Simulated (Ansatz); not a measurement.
Input:

HfO$_{2}$:
Space group P4₂/mnm (No. 136); a = b = 4.7889 Å, c = 3.1858 Å, α = β = γ = 90.00°

| atom | site | symmetry | x | y | z |
|---|---|---|---|---|---|
| Hf | 2a | m.mm | 0.0000 | 0.0000 | 0.0000 |
| O | 4f | m.2m | 0.3049 | 0.3049 | 0.0000 |

This is the LDA-relaxed structure.

### Question
All from LDA in the plane-wave PAW code Ansatz, unless another level is named. Predict the Born charges (a third of the trace).

### Answer
Hf +5.67, O -2.84 e.

### Question
Give the static dielectric constant ε0 (ions relaxed, cell fixed).

### Answer
26.3 (xx = yy), 29.4 (zz).

### Question
Give the electronic dielectric constant ε∞ (DFPT).

### Answer
4.63 (xx = yy), 5.23 (zz).

Space group P4_2/mnm (rutile). The first step of the workflow began from a Materials Project structure, measured or hypothetical; the Crystallography Open Database copy checked does not list it. It is not the phase usual at ambient conditions (space group No. 14, 29). Symmetry was held in the LDA relaxation; of distortions, only those at the zone centre were tested. The run is not spin-polarised. Scalar-relativistic: spin–orbit coupling is off unless named, which matters more the heavier the elements.

Potentials: the later of the program's two PAW sets.
